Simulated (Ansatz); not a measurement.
The elements of this relaxed trial crystal are hidden behind letters.

```
lattice vectors (Å)
  -2.0288    2.0288   14.3490
   2.0288   -2.0288   14.3490
   2.0288    2.0288  -14.3490
fractional positions
X 0.7002 0.7002 0.0000
X 0.2998 0.2998 0.0000
Z 0.8998 0.8998 0.0000
Z 0.5000 0.5000 0.0000
Z 0.1002 0.1002 0.0000
Q 0.3495 0.8495 0.5000
Q 0.9499 0.4499 0.5000
Q 0.5501 0.0501 0.5000
Q 0.1505 0.6505 0.5000
Q 0.7500 0.2500 0.5000
```

All numbers below come from DFT PBE, scalar-relativistic, plane waves, PAW in Ansatz. Settings of the last relaxation (10-atom cell): 420 eV, 10×10×10 k points, Gaussian smearing of 0.02 eV, no spin polarisation.

| Property | Result |
| --- | --- |
| Space group | I-4m2 (No. 119) |
| Conventional cell | a = 4.058 Å, c = 28.698 Å |
| Volume per atom | 23.62 Å³ |
| Density | 4.48 g/cm³ |
| Energy over the elements | −0.405 eV/atom |
| Gap on the 10×10×10 mesh of the 10-atom cell | 0.73 eV |

Energies are uncorrected and count from the elements' standard states at the same level.

Task: X is a p-block element of period 3, Z is a p-block element of period 4 and Q is a p-block element of period 4. Which elements are they?

Result: X = Al, Z = Ga, Q = As, so the formula is Al2Ga3As5. Density times volume gives a mean mass of 4.48 × 23.62/1.6605 = 63.7 u per atom, and this set has 63.8 u. Al has 4 As at 2.48 Å; around Ga on a site of symmetry 2mm lie 4 As at 2.49 Å; As on a site of symmetry 2mm is surrounded by 2 Al at 2.48 Å and 2 Ga at 2.49 Å; 3 more sites not described. Other sets within the hints have nearly the same mass, so mass alone doesn't settle it; this one was computed.

Kohn–Sham gaps at this level usually fall short of measured ones. A structure relaxed within its symmetry needn't be a true minimum.
